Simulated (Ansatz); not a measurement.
NaF:
```
NaF
1.0
    0.00000     2.35053     2.35053
    2.35053     0.00000     2.35053
    2.35053     2.35053     0.00000
Na F
1 1
Direct
  0.00000   0.00000   0.00000
  0.50000   0.50000   0.50000
```

Relaxed with PBE. Special points in fractions of this cell's reciprocal vectors: Γ (0.000, 0.000, 0.000); X (0.500, 0.000, 0.500); U (0.625, 0.250, 0.625); K (0.375, 0.375, 0.750); L (0.500, 0.500, 0.500); W (0.500, 0.250, 0.750).

List the band energies nearest the valence-band maximum at these points for PBE (plane waves, PAW; program Ansatz).

In eV from the valence-band maximum; about four levels below and three above (degenerate sets whole), none deeper than 8.9 eV; … stands for higher levels left out; points with the same levels are listed once.

| k | below | above |
|---|---|---|
| Γ | 0.00 0.00 0.00 | 6.09 … |
| X | -1.21 -0.38 -0.38 | 12.80 … |
| U | -1.00 -0.78 -0.34 | 12.59 … |
| L | -1.49 -0.23 -0.23 | 10.53 … |
| W | -0.82 -0.82 -0.53 | … |

Space group Fm-3m (rock salt). The PBE relaxation kept the symmetry of its start; phonons on a q-mesh show no instability.

Potentials: the later of the program's two PAW sets.
